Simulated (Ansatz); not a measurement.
GaCuSe₂:
Space group I-42d (No. 122); a = b = 5.570 Å, c = 11.074 Å, α = β = γ = 90.00°

```tsv
atom	site	symmetry	x	y	z
Cu	4a	-4..	0.0000	0.0000	0.0000
Ga	4b	-4..	0.0000	0.0000	0.5000
Se	8d	.2.	0.2500	0.2582	0.3750
```
(The calculation used a cell of 8 atoms; values per cell refer to that cell.)

Relaxed with PBEsol. Plane-wave PAW PBEsol (Ansatz code) gives a gap of 0.12 eV.

Q: What gap does HSE06 give on the same cell (Ansatz, PAW)?

A: 1.35 eV, 1.23 eV more. The hybrid was solved on a coarser mesh and at special points; the gap given is the minimum over both.

| k | v1 PBEsol | c1 PBEsol | v1 HSE06 | c1 HSE06 |
|---|---|---|---|---|
| Γ | 0.00 | 0.12 | 0.00 | 1.35 |
| M | -0.99 | 1.70 | … | … |
| X | -0.54 | 1.03 | -0.63 | 2.16 |
| P | -0.74 | 1.48 | … | … |
| N | -0.63 | 2.14 | -0.72 | 3.29 |
| S0 | -0.65 | 1.85 | … | … |
| R | -0.76 | 1.32 | … | … |

Q: Top valence (v1) and lowest conduction level (c1) in eV from each method's valence maximum (which need not be a listed point): supply the withheld HSE06 values.

A: 
- P, v1 HSE06: -0.84
- P, c1 HSE06: 2.56
- S0, v1 HSE06: -0.75
- S0, c1 HSE06: 2.93
- R, v1 HSE06: -0.86
- R, c1 HSE06: 2.46
- M, v1 HSE06: -1.17
- M, c1 HSE06: 2.73

Cost on shared cores: the PBEsol run (SCF on a 7×7×7 mesh, then bands and DOS) very roughly 2.7 core-minutes, the HSE06 run (SCF on 4×4×4, then a few points) about 8 core-minutes (a rough figure); the tasks are unlike.

The PBEsol relaxation kept the symmetry of its start. No spin polarisation was allowed. Spin–orbit coupling is left out wherever it is not named.

Potentials: the later of the program's two PAW sets.
